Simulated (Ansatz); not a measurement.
SiO₂:
```
CELL_PARAMETERS angstrom
      4.98217     0.00000     0.00000
     -2.49108     4.31468     0.00000
      0.00000     0.00000     5.46741
ATOMIC_POSITIONS crystal
  O  0.41599 0.25530 0.20432
  O  0.74470 0.16069 0.53765
  O  0.83931 0.58401 0.87099
  O  0.25530 0.41599 0.79568
  O  0.16069 0.74470 0.46235
  O  0.58401 0.83931 0.12901
  Si 0.47682 0.00000 0.33333
  Si 0.00000 0.47682 0.66667
  Si 0.52318 0.52318 0.00000
```

This is the HSE06-relaxed structure.

### Question
All from HSE06 in the plane-wave PAW code Ansatz, unless another level is named. Give the smallest direct gap on the standard path.

### Answer
8.05 eV.

### Question
Next, the band gap?

### Answer
7.69 eV (indirect).

### Question
And the conduction-band minimum?

### Answer
at Γ.

### Question
Give the valence-band maximum.

### Answer
at K.

Space group P3_121. The HSE06 relaxation kept the symmetry of its start. The hybrid was solved on a coarse mesh, the path and, where they were found, the r²SCAN edge points; its band edges are the extreme levels among these.

Potentials: the later of the program's two PAW sets.
